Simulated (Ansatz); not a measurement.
## Formation energy of YSe

```xyz
2
Lattice="0.0000 2.8206 2.8206 2.8206 0.0000 2.8206 2.8206 2.8206 0.0000" Properties=species:S:1:pos:R:3 pbc="T T T"
Y     2.8206    2.8206    2.8206
Se    0.0000    0.0000    0.0000
```

The cell comes from a relaxation on PAW files under the same functional, begun from a database entry that needn't be the ground state.

Level of theory: DFT with LDA, scalar-relativistic, in Ansatz 0.2.0; a Γ-centred 9×9×9 k mesh, Fermi–Dirac smearing of 0.02 eV, no spin polarisation. LAPW: all electrons, basis error target 0.5 meV/atom; PAW: frozen-core files, cutoff 420 eV.

The elements are taken as Se trigonal Se, Y hcp, each relaxed on PAW files under the same functional and computed by the same method as the compound; zero-point and thermal terms are left out. LDA tends to overbind the layered or molecular reference states.

The PAW files were made under PBE.

Problem. What is the formation energy by LAPW, and how far do the other methods lie from it?

Solution. -1.920 eV/atom; PAW -0.8 meV/atom. The compound is bound against these elements; other compounds of the system weren't compared.

Problem. Give the LAPW value for one formula unit in kJ/mol.

Solution. -1.920 eV/atom × 2 atoms × 96.485 kJ/(mol·eV) = -370.5 kJ/mol, at zero temperature and without zero-point motion.
